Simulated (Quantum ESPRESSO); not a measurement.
**Kohn-Sham bands of AlRu (CsCl type)**

```xyz
2
Lattice="2.9825 0.0000 0.0000 0.0000 2.9825 0.0000 0.0000 0.0000 2.9825" Properties=species:S:1:pos:R:3 pbc="T T T"
Al     0.0000     0.0000     0.0000
Ru     1.4912     1.4912     1.4912
```

Structure: Materials Project mp-542569, symmetrised, not relaxed again. COD (Crystallography Open Database) has an entry of this formula and space group (matched by these alone). Method: LDA plane waves in Quantum ESPRESSO 7.5 (PseudoDojo norm-conserving files, 71 Ry, no spin polarisation, no spin-orbit coupling), Bloch states on a 10×10×10 mesh through Γ, Wannier90 4.0.1. Density: 14×14×14 mesh, cold smearing 0.01 Ry.

Task: List the Kohn-Sham levels between −8 and 3.0 eV relative to the Fermi level at the high-symmetry points, as a band run of pw.x on that density gives them (levels within 2 meV counted together).

Result: 
```tsv
point	k (reciprocal lattice)	levels (eV)
Γ	0.000 0.000 0.000	-3.64 (×2), 0.19 (×3)
X	0.000 0.500 0.000	-5.90, -5.50, -2.84, -1.63 (×2), 0.45, 2.29
M	0.500 0.500 0.000	-6.10, -3.13, -1.36 (×2), -1.18 (×2), 1.54
R	0.500 0.500 0.500	-4.68 (×3), 1.63 (×2), 2.52
```
